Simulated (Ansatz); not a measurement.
**Collinear states of CrW3**

Level of theory: DFT PBE, scalar-relativistic, plane waves, PAW (Ansatz 0.2.0).

```
CELL_PARAMETERS angstrom
3.94983 0.00000 0.00000
0.00000 3.94983 0.00000
0.00000 0.00000 3.94983
ATOMIC_POSITIONS crystal
W 0.00000 0.50000 0.50000
W 0.50000 0.00000 0.50000
W 0.50000 0.50000 0.00000
Cr 0.00000 0.00000 0.00000
```

- plane-wave cutoff: 420 eV
- Γ-centred k-mesh: 10×10×10
- occupation rule: Gaussian smearing, 0.1 eV
- list of starting moments (μB, in atom order): 0 0 0 4.5
- check for lower electronic states after the SCF: off

All runs keep this geometry, which isn't relaxed for the lowest state (largest force there 0.000 eV/Å, pressure 1.9 GPa) and needn't be a stable compound; relaxing each order can shift differences of a few meV. A propagation vector, in units of the reciprocal vectors, doubles the cell, which takes an equally dense mesh. Site moments are spin moments in atom-centred spheres that scale with the neighbour distance. The states are those that the runs reached from these starts; a lower one can exist.

**Question.** Starts tried: no spin; large parallel starting moments; antiferromagnetic, doubled cell, propagation vector (0, 0, 1/2); antiferromagnetic, doubled cell, propagation vector (0, 1/2, 1/2); antiferromagnetic, doubled cell, propagation vector (1/2, 1/2, 1/2). Which state comes out lowest, and what are the moments?

**Answer.** The lowest state is antiferromagnetic, reached from the start “antiferromagnetic, doubled cell, propagation vector (0, 0, 1/2)”, with site moments (μB) Cr +1.50, Cr -1.50.

```csv
start,ends,energy above lowest (meV/atom),site moments (μB),gap on mesh (eV),P (GPa)
no spin,non-magnetic,8.27,none over 0.05,metal,0.0
large parallel starting moments,ferromagnetic,4.55,Cr +1.27,metal,1.4
"antiferromagnetic, doubled cell, propagation vector (0, 0, 1/2)",antiferromagnetic,0.00,"Cr +1.50, Cr -1.50",metal,1.9
"antiferromagnetic, doubled cell, propagation vector (0, 1/2, 1/2)",antiferromagnetic,4.28,"Cr +1.42, Cr -1.42",metal,1.7
"antiferromagnetic, doubled cell, propagation vector (1/2, 1/2, 1/2)",non-magnetic,8.27,none over 0.05,metal,0.0
```

Cost: 5 runs of about 4.3 core-minutes in all, on Arm Neoverse V1 (shared hosts).